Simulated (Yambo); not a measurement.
Quantum ESPRESSO input (LDA, PseudoDojo standard norm-conserving files, scalar-relativistic) whose wavefunctions are converted with p2y:

```
&CONTROL
  calculation = 'nscf'
  pseudo_dir = './pseudo'
  outdir = './out'
/
&SYSTEM
  ibrav = 0
  nat = 8
  ntyp = 3
  ecutwfc = 88.0
  ecutrho = 352.0
  occupations = 'fixed'
  force_symmorphic = .true.
  nbnd = 213
/
&ELECTRONS
  conv_thr = 8e-09
  diago_full_acc = .true.
  diago_thr_init = 1e-08
/
ATOMIC_SPECIES
F 18.9984 F.upf
Na 22.9898 Na.upf
Sb 121.7600 Sb.upf
CELL_PARAMETERS angstrom
  0.000000000000   4.134605000000   4.134605000000
  4.134605000000   0.000000000000   4.134605000000
  4.134605000000   4.134605000000   0.000000000000
ATOMIC_POSITIONS crystal
F   0.771280000000   0.771280000000   0.228720000000
F   0.228720000000   0.228720000000   0.771280000000
F   0.228720000000   0.771280000000   0.771280000000
F   0.771280000000   0.228720000000   0.228720000000
F   0.771280000000   0.228720000000   0.771280000000
F   0.228720000000   0.771280000000   0.228720000000
Na   0.500000000000   0.500000000000   0.500000000000
Sb   0.000000000000   0.000000000000   0.000000000000
K_POINTS automatic
1 1 1 0 0 0
```

Yambo's initialisation report on symmetry, reciprocal space, the k grid and the gaps on this mesh:

```
  [02.02] Symmetries
  ==================

  Inversion symmetry    : yes
  Spatial inversion     : yes
  Inversion index       :  25
  K-space Time-reversal : no
  Magnetic symmetries   : no
  Group table correct   : yes
  Symmetries units      :  [cc]

  [02.03] Reciprocal space
  ========================

  nG shells         :   727
  nG charge         :  106067
  nG WFs            :  13371
  nC WFs            :  13371
  G-vecs. in first 72 shells:  [ Number ]
     1    9   15   27   51   59   65   89  113
    137   169   181   229   259   283   307   331   339
    387   411   459   531   537   561   609   645   701
    725   749   821   869   893   941   965  1037  1067
   1139  1211  1243  1291  1363  1411  1459  1471  1591
   1639  1687  1759  1807  1837  1893  1917  1989  2085
   2109  2133  2229  2277  2397  2421  2445  2565  2637
   2685  2733  2741  2837  2891  2975  3071  3119  3143
  ...
  Shell energy in first 72 shells:  [ mHa ]
    0.00000      242.508      323.343      646.687      889.194      970.030      1293.37      1535.88      1616.72
    1940.06      2182.57      2586.75      2829.25      2910.09      3233.43      3475.94      3556.78      3880.12
    4122.63      4203.46      4526.81      4769.31      5173.49      5416.00      5496.84      5820.18      6062.69
    6143.52      6466.87      6709.37      6790.21      7113.55      7356.06      7760.24      8002.75      8083.58
    8406.93      8649.44      8730.27      9296.12      9376.96      9700.30      9942.81      10347.0      10589.5
    10670.3      10993.7      11236.2      11317.0      11640.4      11882.9      11963.7      12287.0      12529.6
    12933.7      13176.2      13257.1      13580.4      13822.9      13903.8      14227.1      14469.6      14550.5
    14873.8      15116.3      15520.5      15763.0      15843.8      16167.2      16409.7      16490.5      16813.9
  ...

  [02.04] K-grid lattice
  ======================

  Compatible Grid is   : 0D
  K lattice UC volume  :  0.260023 [a.u.]

  IBZ K-points                                      :  1
  BZ  K-points                                      :  1

  K/Q-points units:
  rlu = crystal or reduced units; cc = cartesian coordinates; iku = interal k-units

  K [1]          [rlu]:  0.000000  0.000000  0.000000
         WF components:  13371

  [02.05] Energies & Occupations
  ==============================

  [X] === General ===
  [X] Electronic Temperature                        :  0.000000  0.000000 [eV K]
  [X] Bosonic    Temperature                        :  0.000000  0.000000 [eV K]
  [X] Finite Temperature mode                       : no
  [X] El. density                                   :  0.46689E+24 [cm-3]
  [X] Fermi Level                                   : -2.040181 [eV]

  [X] === Gaps and Widths ===
  [X] Conduction Band Min                           :  5.048757 [eV]
  [X] Valence Band Max                              :  0.000000 [eV]
  [X] Filled Bands                                  :   33
  [X] Empty Bands                                   :   34  213
  [X] Direct Gap                                    :  5.048757 [eV]
  [X] Direct Gap localized at k                     :  1
```
The gaps are LDA values on this mesh alone; only operations without fractional translations are kept.

Spin-orbit coupling is not included.

Geometry of the Materials Project entry, not relaxed at this level.
